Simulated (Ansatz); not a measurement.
The relaxed structure here is a generated cell of CrCuO2: the first start was made by placing the elements on the sites of a structure type, and the end was not matched to a known phase here, so it may be hypothetical.

One stationary structure of CrCuO$_{2}$. Space group Immm (No. 71). Method: PBE (plane waves to 420 eV, PAW, scalar-relativistic; Ansatz, a first-principles code).

```cif
data_Cr2Cu2O4
_chemical_formula_sum 'O4 Cr2 Cu2'
_space_group_name_H-M_alt 'Immm'
_space_group_IT_number 71
_space_group_name_Hall '-I 2 2'
_cell_length_a 2.90891
_cell_length_b 5.98994
_cell_length_c 6.07322
_cell_angle_alpha 90.000
_cell_angle_beta 90.000
_cell_angle_gamma 90.000
loop_
_atom_site_label
_atom_site_type_symbol
_atom_site_symmetry_multiplicity
_atom_site_Wyckoff_symbol
_atom_site_fract_x
_atom_site_fract_y
_atom_site_fract_z
_atom_site_occupancy
O1 O 4 j 0.50000 0.00000 0.20198 1
Cr1 Cr 2 a 0.00000 0.00000 0.00000 1
Cu1 Cu 2 d 0.00000 0.50000 0.00000 1
```
(The calculation used a cell of 4 atoms; values per cell refer to that cell.)

**Question.** What is the computed band gap (PBE)?

**Answer.** No gap: a half-metal at this level (one spin channel is gapped at the Fermi level).

**Question.** What is the computed magnetic moment (PBE)?

**Answer.** Net 0.75 μB/atom, ferromagnetic.

Spin state reached: ferromagnetic (net 0.75 μB/atom), from parallel starting moments; other spin orders were not run from this start. No Hubbard U is applied. A magnetic insulating state can be missed without it.

It was reached from a disturbed copy of a Cmmm (No. 65) cell, against which it lies -0.02 eV/atom.
